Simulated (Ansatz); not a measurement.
Given:

Relaxed Ru (hcp, Mg type):

```
Ru
1.0
    2.72203     0.00000     0.00000
   -1.36102     2.35735     0.00000
    0.00000     0.00000     4.29074
Ru
2
Cartesian
  0.00000   1.57157   3.21805
  1.36102   0.78578   1.07268
```

In each cell atom 1 (Ru, nearest neighbour Ru at 2.659 Å; its periodic images, 2.7 Å or more away, move with it) moves by s·(-0.512, -0.295, -0.807) (towards the nearest neighbour), the rest being held.

Method: PBE (plane waves to 420 eV, PAW, scalar-relativistic; Ansatz, an electronic-structure program). k mesh 16×16×9 (Γ-centred), Fermi-Dirac smearing 0.05 eV. E stands for the smeared free energy. Left out: 1 of 11 points, with atoms too close for the PAW data. With partly filled bands, energies and forces of such displacements shift with the k mesh and the smearing. Ru is run without spin polarisation. Ru was relaxed with its symmetry unable to fall. The PAW data are Ansatz's earlier set. The zero of ΔE is the undisplaced structure.

The scan covers s from -0.530 to 0.424 Å in 10 points.

Task: Is the energy the same for equal positive and negative displacements?

Result: Even: the same for both signs. With its periodic images moving along, the atom's site symmetry in this cell is -6m2.

Task: What force acts on the atom along the line at s = -0.530 Å?

Result: 8.00 eV/Å.

Task: What is the force constant k = d²E/ds² of this move at s = 0?

Result: 10.1 eV/Å².

(A displaced cell: forces are minus the slopes of the energy, force constants its curvatures, and phonons follow from these.)
